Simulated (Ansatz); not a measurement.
Question: Y (hcp (Mg type), P6_3/mmc) is relaxed with PBEsol (plane waves, PAW; program Ansatz). What lattice parameters of the conventional cell result?

Answer: a = 3.599 Å, c = 5.579 Å.

Symmetry was held in the PBEsol relaxation. The run is not spin-polarised. Axis ratios of metals converge slowly with the k-mesh, so a and c are less sure than the volume.

Potentials: the later of the program's two PAW sets.
